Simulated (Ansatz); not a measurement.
**From the elastic tensor of Mo2W to moduli and sound speeds**

The calculation used DFT PBE, scalar-relativistic, plane waves, PAW (Ansatz). Cutoff 420 eV, 16×16×16 k-points (Γ-centred), Gaussian smearing of 0.10 eV. No spin polarisation.

Space group I4/mmm (No. 139), tetragonal, a = 3.168 Å, c = 9.508 Å. Mo is surrounded by 4 Mo at 2.74 Å, 4 W at 2.74 Å, 5 Mo at 3.17 Å and 1 W at 3.17 Å; W is surrounded by 8 Mo at 2.74 Å, 4 W at 3.17 Å and 2 Mo at 3.17 Å.

It was reached by relaxing an invented guess, and it needn't be the stable form of this composition. In a metal, frequencies and elastic constants depend on the k mesh and the smearing, soft modes and shear constants most. Spin–orbit coupling is left out, which matters for heavy elements.

Relaxed-ion constants (GPa, on the Cartesian axes of the calculation):
```
478.8 171.9 170.7   0.0   0.0   0.0
171.9 478.8 170.7   0.0   0.0   0.0
170.7 170.7 478.8   0.0   0.0   0.0
  0.0   0.0   0.0 117.1   0.0   0.0
  0.0   0.0   0.0   0.0 117.1   0.0
  0.0   0.0   0.0   0.0   0.0 114.0
```

Density 13.077 g/cm³; 3 atoms in 47.71 Å³.

With S = C⁻¹: B_V = (C11+C22+C33+2(C12+C13+C23))/9, G_V = (C11+C22+C33−C12−C13−C23+3(C44+C55+C66))/15, 1/B_R = S11+S22+S33+2(S12+S13+S23), 15/G_R = 4(S11+S22+S33−S12−S13−S23)+3(S44+S55+S66); Hill is their mean. Then v_l = √((B+4G/3)/ρ), v_t = √(G/ρ), v_m = [(2/v_t³+1/v_l³)/3]^(−1/3) and Θ = (ħ/k_B)·v_m·(6π²n/V)^(1/3) for n atoms in the volume V; E = 9BG/(3B+G), ν = (3B−2G)/(2(3B+G)) and A^U = 5G_V/G_R + B_V/B_R − 6.

```
Bulk modulus, Voigt / Reuss / Hill          : 273.7 / 273.7 / 273.7 GPa
Shear modulus, Voigt / Reuss / Hill         : 131.2 / 128.7 / 129.9 GPa
Young's modulus                             : 337 GPa
Poisson ratio                               : 0.295
Pugh ratio B/G                              : 2.11 (over 1.75, the rule of thumb for ductile)
Universal anisotropy index                  : 0.10
Longitudinal and transverse sound speeds    : 5846 and 3152 m/s
Debye temperature from the mean sound speed : 417 K
```
